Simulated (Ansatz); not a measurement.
**Cs$_{2}$CuS$_{4}$: reading a single point**

```
Cs Cu S
1.0
     0.00000    5.92183    5.92183
     5.92183    0.00000    5.92183
     5.92183    5.92183    0.00000
Cs Cu S
4 2 8
Direct
  0.62500 0.62500 0.62500
  0.12500 0.62500 0.62500
  0.62500 0.62500 0.12500
  0.62500 0.12500 0.62500
  0.00000 0.00000 0.00000
  0.25000 0.25000 0.25000
  0.37500 0.37500 0.37500
  0.37500 0.87500 0.87500
  0.37500 0.37500 0.87500
  0.87500 0.37500 0.87500
  0.87500 0.37500 0.37500
  0.87500 0.87500 0.87500
  0.37500 0.87500 0.37500
  0.87500 0.87500 0.37500
```

Single point in Ansatz 0.2.0 with PBE, no spin polarisation. Cutoff 420 eV, PAW datasets, 5×5×5 Γ-centred k mesh, fermi-dirac filling (width 0.1 eV).

Electronic structure: It is a metal, with about 27 states/eV a cell as the mean within 0.25 eV of the Fermi level, mostly S p (83 %).
Contacts: Cu–S at 2.56 Å: least valence density 0.31 e/Å³ and ELF 0.23 there. Cs–S at 2.96 Å: least valence density 0.24 e/Å³ and ELF 0.22 there. These are pseudo-fields; inside the PAW spheres they differ from the all-electron ones.
Forces: The largest is on S7 (and as large on other atoms): 2.69 eV/Å, components (-1.55, -1.55, -1.55). It makes 0° with the line to a nearest neighbour, Cu6 at 2.56 Å, pointing towards it.
Formation energy: 0.60 eV an atom against the elements' usual phases (free molecules for gases, crystals otherwise, with no correction for O₂ or N₂), so at this geometry it isn't bound against them. Relaxing would lower it.

Origin: a known structure type with other elements, at an estimated volume, so it need not be a known compound. Caveats: many states at the Fermi level without spin polarisation, so a magnetic state may lie lower; atoms or cell far from equilibrium.
